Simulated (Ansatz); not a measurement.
Is this Sr7La structure a true minimum?

It was reached by relaxing an invented guess, and it needn't be the stable form of this composition.

Method: DFT PBE, scalar-relativistic, plane waves, PAW (Ansatz). Cutoff 420 eV; k points 6×6×6 on the computed 8-atom cell (Γ-centred); Gaussian smearing, width 0.10 eV; no spin polarisation.

The cell below (8 atoms, space group Fm-3m (No. 225)) is relaxed within its symmetry.

```xyz
8
Lattice="0.0000 5.9292 5.9292 5.9292 0.0000 5.9292 5.9292 5.9292 0.0000" Properties=species:S:1:pos:R:3 pbc="T T T"
Sr    5.9292    5.9292    5.9292
Sr    0.0000    2.9646    2.9646
Sr    2.9646    5.9292    2.9646
Sr    5.9292    2.9646    2.9646
Sr    2.9646    0.0000    2.9646
Sr    2.9646    2.9646    5.9292
Sr    2.9646    2.9646    0.0000
La    0.0000    0.0000    0.0000
```

For the test it was strained at random (σ = 1.5 % a component), the atoms were moved at random (σ = 0.05 Å), and all was relaxed again on a coarse 4×4×4 mesh (in the run’s order of axes) with 0.20 eV smearing, with no symmetry imposed.

The cell is a metal run without spin; a magnetic state may lie lower.

Question: Is the structure stable against such a distortion?

Answer: It returns, within 1 meV/atom of the unmoved cell on that mesh and with the same symmetry when read at 0.1 Å (P1 at 0.01 Å, so small strains and shifts remain). No instability shows in this cell; modes of other wave vectors, which need another repeat, aren't tested.
